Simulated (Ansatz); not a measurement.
Zincblende alloy of GaN and AlN (6 of 32 Ga sites exchanged), 64 atoms

Ansatz, PAW, plane waves. PBEsol relaxation of volume and atoms (shape held) at the single k point (¼, ¼, ¼) without its symmetry partners; single points on the relaxed atoms at the Γ point alone, onto which points of the small cell's zone fold. Arrangement: quasirandom. No spin–orbit coupling unless named.

Relaxed structure:

```
Ga Al N
1.0
     8.95031    0.00000    0.00000
     0.00000    8.95031    0.00000
     0.00000    0.00000    8.95031
Ga Al N
26 6 32
Direct
  0.99983 0.99901 0.99832
  0.99887 0.50091 0.99754
  0.99927 0.50063 0.50144
  0.49995 0.99975 0.99763
  0.50006 0.99984 0.50144
  0.50069 0.50028 0.50206
  0.25121 0.25051 0.99863
  0.24990 0.24960 0.50091
  0.25065 0.74929 0.99761
  0.24924 0.75070 0.50130
  0.74825 0.25155 0.99760
  0.74994 0.24999 0.50128
  0.74892 0.74841 0.99698
  0.75035 0.74993 0.50234
  0.24934 0.99972 0.25028
  0.24970 0.99919 0.74907
  0.25060 0.49998 0.24891
  0.25133 0.50096 0.75014
  0.75028 0.99996 0.25011
  0.74976 0.99909 0.74885
  0.74900 0.50037 0.24883
  0.99952 0.24945 0.25018
  0.99926 0.25003 0.74868
  0.99982 0.75045 0.25009
  0.49980 0.25079 0.24895
  0.50015 0.74907 0.24884
  0.99941 0.99902 0.50047
  0.50044 0.49960 0.99686
  0.74806 0.50029 0.75014
  0.99852 0.74947 0.74896
  0.50036 0.25102 0.75015
  0.50023 0.74838 0.74991
  0.12524 0.12493 0.12357
  0.12171 0.12184 0.62180
  0.12463 0.62523 0.12391
  0.12269 0.62755 0.62832
  0.62501 0.12483 0.12394
  0.62221 0.12795 0.62822
  0.62176 0.62152 0.12051
  0.62531 0.62555 0.63085
  0.37831 0.37847 0.12088
  0.37732 0.37221 0.62779
  0.37442 0.87518 0.12408
  0.37831 0.87144 0.62819
  0.87460 0.37497 0.12394
  0.87128 0.37847 0.62820
  0.87375 0.87389 0.12342
  0.88067 0.87541 0.62514
  0.37520 0.12496 0.37479
  0.37743 0.12769 0.87087
  0.37468 0.62494 0.37593
  0.38111 0.62517 0.87458
  0.87731 0.12219 0.37867
  0.87408 0.12499 0.87435
  0.87407 0.62497 0.37477
  0.87420 0.62466 0.86767
  0.12494 0.37546 0.37538
  0.12507 0.37499 0.87379
  0.12218 0.87774 0.37797
  0.12193 0.87121 0.87103
  0.62501 0.37508 0.37518
  0.62183 0.37825 0.87096
  0.62503 0.87430 0.37542
  0.62194 0.87192 0.87070
```

Q: What are the mean bond lengths by pair (pairs within 1.2 times the sum of covalent radii, less contacts 15 % beyond the pair's median; cation–cation pairs of compounds aside; long ionic contacts are cut short by that bound)?

A: Al–N 1.898 ± 0.004 Å (standard deviation, 24 bonds); Ga–N 1.947 ± 0.004 Å (standard deviation, 104 bonds).

Q: What gap lies between the top filled and the lowest empty level in the single points?

A: HSE06 3.45 eV (85 s on NVIDIA H100).
